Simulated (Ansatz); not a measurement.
input.yaml (Ansatz)

```yaml
crystal:
  lattice:
    - [-1.9394464722, 1.9394464722, 1.9394464722]
    - [1.9394464722, -1.9394464722, 1.9394464722]
    - [1.9394464722, 1.9394464722, -1.9394464722]
  atoms:
    - { symbol: Te, position: [0.0, 0.0, 0.0] }
hamiltonian:
  xc: pbesol
  pseudopotentials:
    kind: paw
    azcp:
      Te: "pseudopotentials/Te.paw.azcp"
basis:
  ecutwfc: 420
  fft_grid_basis: typed
kpoints:
  mp_grid: { grid: [13, 13, 13], shift: [0, 0, 0] }
magnetization:
  spin_polarized: false
scf:
  occupations: { method: fermi_dirac, width: 0.1 }
  lower_state_search: "off"
output:
  stress: true
```

Terminal output

```
Warning: the record states the generating functional pbe (its physics header spells it `PBE`), which answers neither for hamiltonian.xc's functional nor for the pbesol family's — results may be inconsistent (PPs are generated against a specific XC)
Engine: ansatz 0.2.0, aarch64-unknown-linux-gnu
Pseudopotentials: kind: paw
Pseudopotential: Te, paw, valence charge 16, recommended cutoff 420 eV (normal) 
Functional definition: PBEsol
  exchange = pbesol_x
  correlation = pbesol_c
Crystal: 1 atoms, lattice volume = 29.181 Å³
Basis set: ecut = 420 eV, 603 PW (Γ)
Bands: 12, of which v1, the nominal top of the filled ones, is band 8 counted from 1 (7 counted from 0)
Symmetry: 48 space group operations
Space group: Im-3m (ITA 229), of the structure as read, at distance tolerance 3.1e-5 Å
k-points: 84 of 2197
Non-local potential: Te, projectors of the file, l = 0: 2, l = 1: 2, l = 2: 2, l = 3: 2
PAW form: soft (Blöchl's): semilocal exchange-correlation on the pseudo side does not see the compensation charge
PAW frozen core: Te, regenerated for the run's functional, and the local potential with it (the file was generated under x = pbe(κ = 0.804, μ = 0.2195149727645171), c = pbe(β = 0.06672455060314922))
PAW one-centre angular grid: Te, 590 points (default); XC on 64 Gauss nodes
Initial density: superposition of atomic densities (neutral atoms: chi_scale 0, normalization atom), corrected by the library's trained network
Initial wavefunctions: pseudopotential atomic-orbital guess
Functional: x = pbesol(κ = 0.804, μ = 0.12345679012345678), c = pbesol(β = 0.046)
SCF iter   1: F=—  HF=-6901.273363 eV  |F-HF|=—  |Δ(HF+E_count)|=         —  Δρ=1.83e-3  dr2=3.96e-4  ethr=1.77e-3  ⟨swp⟩=5.2  Hψ=6108  notcnv=0
SCF iter   2: F=—  HF=-6901.272680 eV  |F-HF|=—  |Δ(HF+E_count)|=   6.84e-4  Δρ=1.01e-3  dr2=1.95e-4  ethr=2.47e-6  ⟨swp⟩=2.5  Hψ=2189  notcnv=0
SCF iter   3: F=—  HF=-6901.272669 eV  |F-HF|=—  |Δ(HF+E_count)|=   1.08e-5  Δρ=1.95e-4  dr2=7.99e-6  ethr=1.22e-6  ⟨swp⟩=2.0  Hψ=1683  notcnv=0
SCF iter   4: F=—  HF=-6901.272657 eV  |F-HF|=—  |Δ(HF+E_count)|=   1.16e-5  Δρ=1.22e-4  dr2=4.45e-6  ethr=5.00e-8  ⟨swp⟩=2.0  Hψ=1702  notcnv=0
SCF iter   5: F=—  HF=-6901.272658 eV  |F-HF|=—  |Δ(HF+E_count)|=   8.72e-7  Δρ=4.65e-5  dr2=8.88e-7  ethr=2.78e-8  ⟨swp⟩=1.0  Hψ=1008  notcnv=0
SCF iter   6: F=-6901.272658 eV  HF=-6901.272658 eV  |F-HF|=8.44e-8  |Δ(HF+E_count)|=   1.27e-7  Δρ=1.41e-5  dr2=9.72e-8  ethr=6.25e-10  ⟨swp⟩=3.0  Hψ=3801  notcnv=0
SCF 1 converged in 6 iterations: F = -6901.272658 eV  dr2 = 9.72e-8
SCF converged after 6 iterations
Free energy (F): -6901.272658 eV
Harris-Foulkes:  -6901.272658 eV  (|F-HF|=8.44e-8)
Internal energy: -6901.249043 eV  (E = F + TS)
E sigma→0 (E₀):  -6901.260851 eV
Entropy (-TS):   -0.023615 eV (-23.615 meV/atom)
Fermi energy:    10.671644 eV
--- Per-component energies (eV) ---
  E_band       = -233.784032
  E_kinetic    = 179.983767
  E_local      = -1051.223269  (includes V_loc(G=0)·N_el)
  E_nonlocal   = -308.258491
  E_hartree    = 714.539602
  E_xc         = -123.129360
  E_vxc        = -103.818672  (∫ρ·V_xc dr)
  E_paw        = -4584.261609  (= ΣΔE_a)
  E_vpaw       = -379.561224  (= ΣTr[D̂ρ^β])
  E_aug_tail   = -0.000181  (compensation charges beyond the density's cutoff)
  E_ewald      = -1729.274318
  E_core_change = 0.374815  (= ΣΔE_core)
  E_smearing   = -0.023615  (= −TS)
  E_closure    = -0.000000  (closes the sum)
  Σ components = -6901.272658   (vs F -6901.272658, Δ=0.00e0)
--- Stress (GPa, compression-positive) ---
       -4.201186       0.000000       0.000000
        0.000000      -4.201186       0.000000
        0.000000      -0.000000      -4.201186
  P = ⅓ Tr σ = -4.2012 GPa (-42.012 kbar)
```
